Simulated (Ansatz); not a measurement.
Here is the system:

Starting cell, Au (fcc, Cu type):

```xyz
2
Lattice="0.0000 4.1572 4.1572 2.0786 2.0786 4.1572 2.0786 2.0786 0.0000" Properties=species:S:1:pos:R:3 pbc="T T T"
Au     0.0000     0.0000     0.0000
Au     2.0786     4.1572     6.2358
```

A phonon eigenvector at X = (0.5, 0.5, 0.0) is frozen into this cell: atom i moves by Q times the vector below, so Q is the largest atomic displacement, in Å. The cell is held. It is one choice among 2 degenerate patterns. (q is in reciprocal vectors of the primitive cell; the cell shown is doubled to hold the pattern.)

```
atom      x       y      z
----  -----  ------  -----
Au1   0.000   1.000  0.000
Au2   0.000  -1.000  0.000
```

Method: PBE (plane waves to 420 eV, PAW, scalar-relativistic; Ansatz, a program for electronic structure). k mesh 19×19×19 (Γ-centred), Fermi-Dirac smearing 0.05 eV. Energies are smeared free energies. With partly filled bands, energies and forces of such displacements shift with the k mesh and the smearing. Au was relaxed with its symmetry unable to fall. Spin-orbit coupling is left out, though Au is heavy. ΔE is measured from the undisplaced structure.

The scan covers Q from -0.280 to 0.280 Å in 13 points.

**Question.** Which space group does the distorted structure have?

**Answer.** Cmcm (No. 63), lowered from Fm-3m.

**Question.** What is the energy change at Q = 0.280 Å?

**Answer.** 424 meV/cell.

**Question.** What harmonic wavenumber does the curvature at Q = 0 give?

**Answer.** 77 cm⁻¹.

(For displaced atoms, the force is minus the slope of the energy, and its curvature is a force constant, which sets phonon frequencies.)
